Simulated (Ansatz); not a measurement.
A relaxed structure of ZnO. Space group P6₃mc (No. 186), AFLOW prototype AB_hP8_186_ab_ab (B5, as in SiC). Calculation: PBE (plane waves to 420 eV, PAW, scalar-relativistic; Ansatz, a program for electronic structure).

Space group P6₃mc (No. 186); a = b = 3.272 Å, c = 10.630 Å, α = β = 90.00°, γ = 120.00°

```json
[
 {"atom": "Zn", "site": "2a", "symmetry": "3m.", "x": "0.0000", "y": "0.0000", "z": "0.0007"},
 {"atom": "Zn", "site": "2b", "symmetry": "3m.", "x": "0.3333", "y": "0.6667", "z": "0.2505"},
 {"atom": "O", "site": "2a", "symmetry": "3m.", "x": "0.0000", "y": "0.0000", "z": "0.3121"},
 {"atom": "O", "site": "2b", "symmetry": "3m.", "x": "0.3333", "y": "0.6667", "z": "0.0623"}
]
```

Q: Give the band gap at the level PBE.

A: 0.69 eV, direct at Γ (no spin-orbit coupling).

No spin polarisation in the result.

The run could not lose the symmetry of its start; a randomly shaken copy of 8 atoms returns to this structure.

The first start was generated by placing the elements on the sites of a structure type. A measured structure of ZnO has the same space group, P6₃mc (No. 186); the sites were not compared with it.
